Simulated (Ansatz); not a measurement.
LuF₃:
```cif
data_F18Lu6
_chemical_formula_sum 'Lu6 F18'
_space_group_name_H-M_alt 'P-3c1'
_space_group_IT_number 165
_space_group_name_Hall '-P 3 2"c'
_cell_length_a 6.64252
_cell_length_b 6.64252
_cell_length_c 6.83759
_cell_angle_alpha 90.000
_cell_angle_beta 90.000
_cell_angle_gamma 120.000
loop_
_atom_site_label
_atom_site_type_symbol
_atom_site_symmetry_multiplicity
_atom_site_Wyckoff_symbol
_atom_site_fract_x
_atom_site_fract_y
_atom_site_fract_z
_atom_site_occupancy
Lu1 Lu 6 f 0.34700 0.34700 0.25000 1
F1 F 2 a 0.00000 0.00000 0.25000 1
F2 F 4 d 0.33333 0.66667 0.18213 1
F3 F 12 g 0.37581 0.07046 0.07823 1
```

This is the PBEsol-relaxed structure.

Task: All from DFT-PBEsol in the program Ansatz with PAW potentials, unless another level is named. Estimate the HSE06 gap on the PBEsol cell.

Result: 10.17 eV.

Task: Next, the electron effective mass with spin–orbit coupling?

Result: 0.47 mₑ (isotropic).

Task: And the gap with spin–orbit coupling?

Result: 7.37 eV.

Task: Next, the band gap?

Result: 7.61 eV (direct).

Task: Next, the weight of the valence-edge state by species (Voronoi cells)?

Result: F 95 %, Lu 5 %.

The workflow started from a Materials Project entry (that database holds measured and hypothetical structures alike); the Crystallography Open Database copy checked does not list it. Its standing as an ambient phase is unchecked. Symmetry was held in the PBEsol relaxation; of distortions, only those at the zone centre were tested. Scalar-relativistic: spin–orbit coupling is off unless named, which matters more the heavier the elements.

Potentials: the later of the program's two PAW sets.
